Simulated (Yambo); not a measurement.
Convergence of the G0W0 gap of BeTe

G0W0@LDA for BeTe (zinc blende, space group F-43m, No. 216) in Yambo. Reference settings: 4×4×4 Γ-centred k mesh, bands 2 to 104 and a 10 Ry block in the screening, 104 bands in G with the Bruneval-Gonze terminator, plasmon pole fitted at 27.2 eV. The LDA gap Γ → X on this mesh is 1.80 eV; G0W0 gaps are taken between the same points.

```tsv
change from the reference	G0W0 gap Γ → X (eV)	shift of the valence edge (eV)	rough Yambo cost
reference settings	3.24	-1.12	1
78 bands in W, 78 bands in G	3.23	-1.07	within a factor of two
wavefunctions cut at 30 Ry	3.26	-1.11	about 1/2
wavefunctions cut at 10 Ry	3.02	-0.79	about 1/2
exchange cut at 40 Ry	3.25	-1.12	–
24 bands in W, 24 bands in G, 6 Ry block	3.17	-0.62	about 1/6
37 bands in W, 37 bands in G, 4 Ry block	3.13	-0.78	about 1/4
37 bands in W, 37 bands in G, 8 Ry block	3.21	-0.86	about 1/3
57 bands in W, 57 bands in G, 2 Ry block	2.91	-0.69	about 1/3
78 bands in W, 78 bands in G, 2 Ry block	2.90	-0.71	about 1/3
78 bands in W, 78 bands in G, 6 Ry block	3.15	-0.99	about 1/2
6 Ry block	3.15	-1.02	within a factor of two
37 bands in W, 37 bands in G, 4 Ry block, no terminator	3.09	-0.59	about 1/5
24 bands in W, 24 bands in G, no terminator	3.10	-0.32	about 1/4
78 bands in W, 78 bands in G, no terminator	3.18	-0.95	within a factor of two
```

The reference isn't shown to be the converged limit. Costs are rough (shared machines), scaled to the same edge states, and given only for runs that recompute the screening.

Without spin-orbit coupling, band edges of such heavy elements can be off by tenths of an eV.

The standard potential for Te keeps a d shell in the valence without the s and p states of that shell. In tests on such compounds this moved G0W0 gaps by up to about 0.9 eV, so absolute quasiparticle energies here are unreliable; differences between settings are what counts.

Geometry relaxed with LDA; primitive cell a = b = c = 3.928 Å, α = β = γ = 60.00°.

A shift is the quasiparticle energy of the state minus its LDA energy.
